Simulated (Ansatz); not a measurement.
**Co at a changed volume: Contact hyperfine fields**

Cell: an entry of the Crystallography Open Database (COD), relaxed with PBE at fixed cell and then changed (volume scaled by 0.96, ions relaxed).

```
CELL_PARAMETERS angstrom
2.47154 0.00000 0.00000
-1.23577 2.14042 0.00000
0.00000 0.00000 4.03403
ATOMIC_POSITIONS crystal
Co 0.33333 0.66667 0.25000
Co 0.66667 0.33333 0.75000
```

Atoms are numbered from 1 in the order listed; like atoms form one site, named after its first atom.

All values are calculated (Ansatz; DFT, PBE, plane waves and PAW, scalar-relativistic, collinear spin, 420 eV cutoff, Γ-centred 21×21×11 k-points, Fermi–Dirac smearing 0.05 eV), not measured. Start moments as typed (μB): 2 on each Co.

B_c = (2μ₀/3)μB(ρ↑ − ρ↓), with the spin density averaged over the Thomson radius around the nucleus, 7.77 T per e/Å³, positive along the up direction of the run. The valence column is what the valence and semicore waves of the PAW files give as listed; the rest comes from solving these waves and the inner shells again in each spin's potential.

(1) Give the site moments and the Fermi-contact fields.

## Answers

(1) The cell's net moment is 3.18 μB; the site moments, counted in spheres around the atoms, add up to 3.33 μB, and the difference lies between the spheres. One atom of each set is listed.

```csv
site,atom,m (μB),B_c (T),valence column (T),rest (T)
Co,1,1.66,-26.2,7.7,-33.9
```

On Co the field amounts to -15.8 T per μB of the site's moment: core polarisation sets it against the moment.

The run finds no gap above 0.1 eV, so moments and fields hang on the k-mesh and the smearing. Semilocal functionals underestimate the core's part of the field; in a metal the conduction electrons' part and a positive orbital field can offset that, so a measured field can be larger or smaller. Orbital and dipolar fields are left out.
